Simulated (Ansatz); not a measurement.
YSi$_{2}$, one cell by several methods

```xyz
3
Lattice="3.7917 0.0000 0.0000 -1.8959 3.2837 0.0000 0.0000 0.0000 4.1400" Properties=species:S:1:pos:R:3 pbc="T T T"
Y     0.0000    0.0000    0.0000
Si    0.0000    2.1891    2.0700
Si    1.8959    1.0946    2.0700
```

Atom numbers follow the list: Y1, Si2, Si3.

The cell comes from COD entry 4344493, which wasn't checked; take it as a given geometry. The listed cell was then made from it by scaling, straining or moving an atom.

Spin polarisation is left out, and whether a magnetic state lies lower isn't shown here.

Levels of theory: DFT, PBEsol, PAW with Ansatz's default frozen-core files, scalar-relativistic (Ansatz 0.2.0); DFT, PBEsol, all-electron PAW with datasets made for the crystal, scalar-relativistic (Ansatz 0.2.0); DFT, PBEsol, all-electron LAPW, scalar-relativistic (Ansatz 0.2.0).

For PAW: a Γ-centred 12×12×10 k mesh, Fermi–Dirac smearing of 0.05 eV, cutoff 420 eV, no spin polarisation; the PAW files were made with PBE, and the program remakes their frozen cores for this functional. The crystal-made all-electron datasets (AE datasets) take a cutoff of 220 eV at this cell. LAPW targets a basis error of 1 meV/atom. The Ansatz runs share mesh, smearing and spin set-up. Plane-wave (PAW) pressures include the program's estimate of the Pulay term.

Stress and pressure are positive in compression.

The change that made this cell: equal xx and yy strain of -1 %.

```tsv
quantity	PAW	AE datasets	LAPW
pressure (GPa)	12.70	12.63	12.64
stress xx (GPa)	19.65	19.55	19.55
stress zz (GPa)	-1.19	-1.20	-1.20
```
